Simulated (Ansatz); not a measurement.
Os, a database entry at a rescaled volume

```yaml
crystal:
  lattice:
    - [1.37858, 2.38778, 0.00000]
    - [-1.37858, 2.38778, 0.00000]
    - [0.00000, 0.00000, 4.35369]
  atoms:
    - { symbol: Os, position: [0.33333, 0.33333, 0.25000] }
    - { symbol: Os, position: [0.66667, 0.66667, 0.75000] }
```

Single point in Ansatz 0.2.0 with PBE, no spin polarisation. Cutoff 420 eV, PAW datasets, 14×14×8 Γ-centred k mesh, fermi-dirac filling (width 0.1 eV).

**Question.** Is the cell too large or too small?

**Answer.** The pressure is -1.3 GPa (compression positive), so with the atoms held at these fractions the cell would first shrink.

**Question.** What do density and ELF say about some of the short contacts?

**Answer.** Os–Os at 2.70 Å: least valence density 0.48 e/Å³ and ELF 0.43 there. Both are smooth PAW fields, read partly inside the augmentation spheres.

**Question.** What happens at the Fermi level?

**Answer.** It is a metal, with about 1.2 states/eV a cell as the mean within 0.25 eV of the Fermi level, mostly Os d (93 %).

Origin: a database entry at a rescaled volume.
